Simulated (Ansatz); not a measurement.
Values for one crystal, relaxed and computed with the program Ansatz at the PBEsol level (PAW); other levels are named.

```yaml
volume_per_atom: 22.11 Å³
band_gap: 0.36 eV (direct)
Bulk modulus (Birch–Murnaghan fit): 66.4 GPa
mechanical_stability: stable (all eigenvalues of C positive)
Formation energy from the elements (no fitted shifts): -0.47 eV/atom
Pressure derivative B′: 4.5
Hole effective mass with spin–orbit coupling: 0.13, 0.13, 1.8 mₑ (principal values)
```

Task: Which of these materials gives this?
A) ZnHgS2, R3m (Zn on 3a, Hg on 3a, S on 3a, S on 3a)
B) AlInSb2, R3m (Al on 3a, In on 3a, Sb on 3a, Sb on 3a)
C) BeS, NiAs type
D) ZnSO4, F-43m (Zn on 4c, S on 4a, O on 16e)

Result: A, ZnHgS2, R3m (Zn on 3a, Hg on 3a, S on 3a, S on 3a)

The workflow started from a Materials Project entry (that database holds measured and hypothetical structures alike); the Crystallography Open Database copy checked does not list it. Its standing as an ambient phase is unchecked. The PBEsol relaxation kept the symmetry of its start; of distortions, only those at the zone centre were tested. The references are the lowest solids computed at this level, not always the standard phases. Scalar-relativistic: spin–orbit coupling is off unless named, which matters more the heavier the elements.

Potentials: the later of the program's two PAW sets.
